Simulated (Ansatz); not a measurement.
Ge in space group P4_32_12 (No. 96; Ge on 4a, Ge on 8b) under volume change, plane-wave PAW r²SCAN (Ansatz code), shape and atoms relaxed at each volume.

| V (Å³/atom) | E − E(relaxed) (meV/atom) | P (GPa) |
|---|---|---|
| 19.005 | 38.6 | 7.18 |
| 19.631 | 16.2 | 4.38 |
| 20.258 | 3.8 | 2.01 |
| 20.884 | 0.0 | 0.00 |
| 21.511 | 3.4 | -1.70 |
| 22.137 | 13.0 | -3.15 |
| 22.764 | 27.8 | -4.38 |

Q: What does a third-order Birch–Murnaghan fit give for V₀, B₀ and B′?

A: V₀ = 20.88 Å³/atom, B₀ = 61.6 GPa, B′ = 4.5.

The workflow started from a Materials Project entry (that database holds measured and hypothetical structures alike); the Crystallography Open Database files this formula in space group No. 96, but the cells were not matched. It is not the phase usual at ambient conditions (space group No. 227). The r²SCAN relaxation kept the symmetry of its start; its stability against distortions is not shown here.

Potentials: the earlier of the program's two PAW sets.
